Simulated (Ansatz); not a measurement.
Input:

CdSiP2:
Space group I-42d (No. 122); a = b = 5.5864 Å, c = 10.4596 Å, α = β = γ = 90.00°

| atom | site | symmetry | x | y | z |
|---|---|---|---|---|---|
| Cd | 4a | -4.. | 0.0000 | 0.0000 | 0.0000 |
| Si | 4b | -4.. | 0.0000 | 0.0000 | 0.5000 |
| P | 8d | .2. | 0.2500 | 0.2091 | 0.3750 |
(The calculation used a cell of 8 atoms; values per cell refer to that cell.)

This is the LDA-relaxed structure.

**Question.** All from DFT-LDA in the program Ansatz with PAW potentials, unless another level is named. Give the hole effective mass.

**Answer.** 0.15, 0.41, 0.41 mₑ (principal values).

**Question.** Predict the formation energy from the elements (no fitted shifts).

**Answer.** -0.21 eV/atom.

**Question.** What about the electron effective mass?

**Answer.** 0.26, 0.26, 0.77 mₑ (principal values).

**Question.** Next, the band gap?

**Answer.** 1.20 eV (direct).

**Question.** Give the valence-band maximum.

**Answer.** at Γ.

Symmetry was held in the LDA relaxation. The references are the lowest solids computed at this level, not always the standard phases. Spin–orbit coupling is left out wherever it is not named.

Potentials: the later of the program's two PAW sets.
